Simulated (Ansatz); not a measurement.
Sr$_{2}$Pb:
Space group Pnma (No. 62); a = 8.244 Å, b = 5.417 Å, c = 10.094 Å, α = β = γ = 90.00°

```json
[
 {"atom": "Sr", "site": "4c", "symmetry": ".m.", "x": "0.3384", "y": "0.2500", "z": "0.4258"},
 {"atom": "Sr", "site": "4c", "symmetry": ".m.", "x": "0.0197", "y": "0.7500", "z": "0.3141"},
 {"atom": "Pb", "site": "4c", "symmetry": ".m.", "x": "0.2523", "y": "0.2500", "z": "0.1045"}
]
```

Relaxed at zero pressure with PBEsol in the plane-wave PAW code Ansatz.

Question: The volume is raised by 3 % and shape and atoms relax at that volume. What pressure results, and how do the axes share the change?

Answer: -0.6 GPa; a 2.0 %, b 0.3 %, c 0.7 %; the energy rises by 2 meV/atom.

Question: Give the new structure.

Answer: 
Space group Pnma (No. 62); a = 8.4092 Å, b = 5.4334 Å, c = 10.1616 Å, α = 90.00°, β = 90.00°, γ = 90.00°

```tsv
atom	site	symmetry	x	y	z
Sr	4c	.m.	0.3425	0.2500	0.4258
Sr	4c	.m.	0.0198	0.7500	0.3182
Pb	4c	.m.	0.2503	0.2500	0.1056
```

The phase is kept; no other phase was compared at this pressure.

The workflow started from an entry of the Crystallography Open Database (COD). Its standing as an ambient phase is unchecked. The cell was relaxed with PBEsol under the symmetry of its start; its stability against distortions is not shown here. Axis ratios of metals converge slowly with the k-mesh, so a and c are less sure than the volume. Spin–orbit coupling is left out wherever it is not named.

Potentials: the later of the program's two PAW sets.
